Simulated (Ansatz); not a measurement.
A geometry of Li away from equilibrium: the start of the relaxation of a relaxed Li cell, doubled along one cell vector, shaken by Gaussian noise of σ = 0.08 Å a coordinate. Calculation: r2SCAN (plane waves to 500 eV, PAW, scalar-relativistic; Ansatz, a program for electronic structure). Γ-centred k-mesh 8×8×4 on the run's cell (coarser than for final values), Fermi–Dirac smearing 0.05 eV.

```xyz
6
Lattice="4.1702 0.0000 0.0000 0.0000 4.1702 0.0000 0.0000 0.0000 8.3404" Properties=species:S:1:pos:R:3:forces:R:3 pbc="T T T" free_energy=-1229.648 pressure_GPa=0.2
Li     2.1846     0.0732     2.0898   -0.1960   -0.0930    0.0693
Li     2.0097     0.0451     6.2092    0.0517   -0.2467    0.1316
Li     2.2471     2.1345     0.1708   -0.2821    0.0467   -0.4440
Li     2.1656     2.0912     4.1382   -0.0627    0.0854   -0.0124
Li    -0.0504     2.1268     1.9522    0.4772    0.0378    0.2465
Li     0.0014     1.9519     6.3675    0.0119    0.1699    0.0090
```

Positions in Å, forces in eV/Å, free energy of the cell in eV (comparable only within this code, potentials and settings). Largest force: 0.54 eV/Å, on Li5 (atoms numbered as listed); the geometry lies 0.02 eV/atom above the end of its relaxation.

No spin polarisation in the result.

The end of the path is a generated cell of Li: the first start was made by a random draw of sites in a space group, and the end was not matched to a known phase here, so it may be hypothetical. Known forms of Li include space group No. 229.
